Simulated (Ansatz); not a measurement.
Input and command of a plane-wave DFT calculation in Ansatz:

```yaml
crystal:
  lattice:
    - [0.0, 3.138925, 3.0475]
    - [3.138925, 0.0, 3.0475]
    - [3.138925, 3.138925, 0.0]
  atoms:
    - { symbol: "Y", position: [0.0, 0.0, 0.0] }
    - { symbol: Te, position: [0.5, 0.5, 0.5] }
basis:
  ecutwfc: 420
kpoints:
  mp_grid: { grid: [14, 14, 14] }
hamiltonian:
  xc: pbesol
scf:
  occupations: { method: gaussian, width: 0.15 }
output:
  forces: true
  stress: true
  eigenvalues: true
```

```bash
ansatz run input.yaml --threads 1 --pin off --max-ram 2560MiB --backend cpu --events-out ev --progress --plain --runs-dir out
```

Processor: Arm Neoverse V2, 1 thread, on a host shared with other jobs.

How long does it run, and how much memory does it take?

About 13 s on 1 thread of Arm Neoverse V2, on a shared host, peak memory 0.52 GiB. It solves 18 bands at 244 k points (the mesh reduced by symmetry) with about 1203 plane waves, in 7 SCF iterations.
